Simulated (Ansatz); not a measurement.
LaC:
```xyz
2
Lattice="0.0000 2.7197 2.7197 2.7197 0.0000 2.7197 2.7197 2.7197 0.0000" Properties=species:S:1:pos:R:3 pbc="T T T"
La     0.0000     0.0000     0.0000
C      2.7197     2.7197     2.7197
```

Relaxed with r²SCAN.

### Question
Map the electron localisation function on the plane through (0.000, 0.000, 0.000) spanned by u = [1, 0, 0] and v = [0, 1, -1] in lattice vectors, from the program Ansatz at the r²SCAN level (PAW).

### Answer
x is the fraction of u, y of v (the angle between them is 90°; rows are the nearest grid lines); atoms in the plane: La at (0.00, 0.00), C at (0.50, 0.50).
```
|00489951000015998400|
|01599841000014899510|
|45899731122113799854|
|89998522355322589998|
|99986324688642368999|
|98753247899874235789|
|54322479999997422345|
|11124799988999742111|
|00136899744799863100|
|00258998400489985200|
|00258998400489985200|
|00136899744799863100|
|11124799988999742111|
|54322479999997422345|
|98753247899874235789|
|99986324688642368999|
|89998522355322589998|
|45899731122113799854|
|01599841000014899510|
|00489951000015998400|
```
Scale: ten equal steps from 0.008 (start of '0') to 0.831 (end of '9'), in the order '0123456789'; x runs from 0.000 to 1.00, y from 0.000 (bottom) to 1.00 (top).

The density is the valence pseudo-density with augmentation charge, so density and ELF within about 1 Å of a nucleus are not all-electron values.

Space group Fm-3m (rock salt). The start of the workflow was typed in or built on a structure type; neither database checked (COD, Materials Project) lists it. Whether it is the stable phase at ambient conditions was not checked. The r²SCAN relaxation kept the symmetry of its start. At this level the phase is mechanically unstable. Its formation energy is positive at this level, so the cell may be metastable or incomplete. Scalar-relativistic: spin–orbit coupling is off unless named, which matters more the heavier the elements.

Potentials: the earlier of the program's two PAW sets.
